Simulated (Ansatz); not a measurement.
The elements of this relaxed trial crystal are hidden behind letters.

```
lattice vectors (Å)
   2.3899   -5.7220    0.0000
   2.3899    5.7220    0.0000
   0.0000    0.0000    5.0420
fractional positions
X 0.3630 0.6370 0.7500
X 0.6370 0.3630 0.2500
Z 0.9441 0.0559 0.2500
Z 0.0559 0.9441 0.7500
```

Computed with Ansatz 0.2.0, DFT PBE, scalar-relativistic, plane waves, PAW. Cutoff 420 eV, Γ-centred 10×10×10 mesh (4-atom cell), Gaussian smearing of 0.10 eV, no spin polarisation.

```
Space group                                 : Cmcm (No. 63)
Conventional cell                           : a = 4.780 Å, b = 11.444 Å, c = 5.042 Å
Volume per atom                             : 34.47 Å³
Density                                     : 5.11 g/cm³
Formation energy                            : −0.88 eV/atom
Gap on the 10×10×10 mesh of the 4-atom cell : 0 eV (a metal)
```

Energies are uncorrected and count from the elements' standard states at the same level.

Q: X is an s-block element of period 6 and Z is a p-block element of period 4. Which elements are they?

A: X = Ba, Z = As, so the formula is BaAs, here in the CrB type. Density times volume gives a mean mass of 5.11 × 34.47/1.6605 = 106.1 u per atom, and this set has 106.1 u. Ba has 2 As at 3.25 Å and 5 As at 3.52–3.60 Å; As has 2 As at 2.83 Å, 2 Ba at 3.25 Å and 5 Ba at 3.52–3.60 Å. Other sets within the hints have nearly the same mass, so mass alone doesn't settle it; this one was computed.

A structure relaxed within its symmetry needn't be a true minimum.
